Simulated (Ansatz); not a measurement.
The relaxed structure here is a generated cell of In: the first start was made by placing the elements on the sites of a structure type, and the end was not matched to a known phase here, so it may be hypothetical. Known forms of In include space group No. 139.

A relaxed cell of In (Im-3m (No. 229)), relaxed on a k-mesh at least as fine as the one used below. The numbers are results of r2SCAN (plane waves to 500 eV, PAW, scalar-relativistic; Ansatz, a program for electronic structure), not measurements. Γ-centred k-mesh 12×12×6 on the run's cell (coarser than for final values), Fermi–Dirac smearing 0.05 eV.

```yaml
crystal:
  lattice:
    - [-1.88202, 1.88202, 1.88202]
    - [1.88202, -1.88202, 1.88202]
    - [3.76405, 3.76405, -3.76405]
  atoms:
    - { symbol: In, position: [0.00000, 0.00000, 0.00000] }
    - { symbol: In, position: [0.00000, 0.00000, 0.50000] }
```

The atoms are displaced by (Å):

```tsv
atom	ux	uy	uz
In1	0.059	0.078	-0.098
In2	-0.023	-0.017	0.138
```

Q: What forces (eV/Å) and pressure result?

A: 
```csv
atom,Fx,Fy,Fz
In1,-0.26,-0.26,0.13
In2,0.26,0.26,-0.13
```

Pressure +0.5 GPa.

The undisplaced cell is probably no minimum: from this displacement the run went on to I4/mmm (No. 139), 0.02 eV/atom below it.

No spin polarisation in the result.
